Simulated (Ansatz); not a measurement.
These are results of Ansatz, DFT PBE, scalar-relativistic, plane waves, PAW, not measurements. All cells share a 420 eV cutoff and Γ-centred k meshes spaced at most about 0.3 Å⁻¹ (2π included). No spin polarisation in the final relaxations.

The zero of energy is the elements' standard structures at the same level; no fitted shifts are applied.

A relaxed structure of Zn3Se2S has 22.39 Å³/atom, −0.739 eV/atom against the elements, a gap of 1.26 eV on its mesh:

```cif
data_structure
_symmetry_space_group_name_H-M 'P3m1'
_symmetry_Int_Tables_number 156
_cell_length_a 3.9860
_cell_length_b 3.9860
_cell_length_c 9.7656
_cell_angle_alpha 90.000
_cell_angle_beta 90.000
_cell_angle_gamma 120.000
_cell_volume 134.37
loop_
_atom_site_label
_atom_site_type_symbol
_atom_site_symmetry_multiplicity
_atom_site_Wyckoff_symbol
_atom_site_fract_x
_atom_site_fract_y
_atom_site_fract_z
_atom_site_occupancy
Zn1 Zn 1 a 0.00000 0.00000 0.99049 1
Zn2 Zn 1 c 0.66667 0.33333 0.33309 1
Zn3 Zn 1 b 0.33333 0.66667 0.67604 1
Se1 Se 1 c 0.66667 0.33333 0.07966 1
Se2 Se 1 b 0.33333 0.66667 0.42170 1
S1 S 1 a 0.00000 0.00000 0.74902 1
```

**Question.** Cd takes the place of Zn on the same sites, and the cell is relaxed. What changes?

**Answer.** Cd3Se2S has a = 4.316 Å, c = 10.586 Å: 28.46 Å³/atom, −0.634 eV/atom against the elements, a gap of 0.56 eV on its mesh. The volume per atom changes by +27.1 % and the formation energy by +0.105 eV/atom (from unrounded values). The gap narrows by 0.70 eV. Covalent radii: Zn 1.22 Å, Cd 1.44 Å; electronegativities 1.65 and 1.69. The cell follows the size of the atom. Cd on its first site is surrounded by 4 Se at 2.66–2.68 Å; Cd on its second site has 3 S at 2.61 Å and 1 Se at 2.68 Å; Se on its first site is surrounded by 4 Cd at 2.66–2.68 Å; around S lie 4 Cd at 2.57–2.61 Å; 2 more sites not described.

```
Cd Se S
1.0
     4.31558    0.00000    0.00000
    -2.15779    3.73740    0.00000
     0.00000    0.00000   10.58610
Cd Se S
3 2 1
Cartesian
  0.0000 2.4916 0.0031
  2.1578 1.2458 6.9639
  0.0000 0.0000 3.6249
  2.1578 1.2458 9.6474
  0.0000 2.4916 2.6802
  0.0000 0.0000 6.1923
```

The two cells were relaxed from separate starts that ended on the same group and sites; neither need be the stable form of its compound. Kohn–Sham gaps at this level usually fall short of measured ones. The reference forms of S and Se are held partly by dispersion forces, which this level lacks. Cells relaxed within their symmetry can be saddle points.
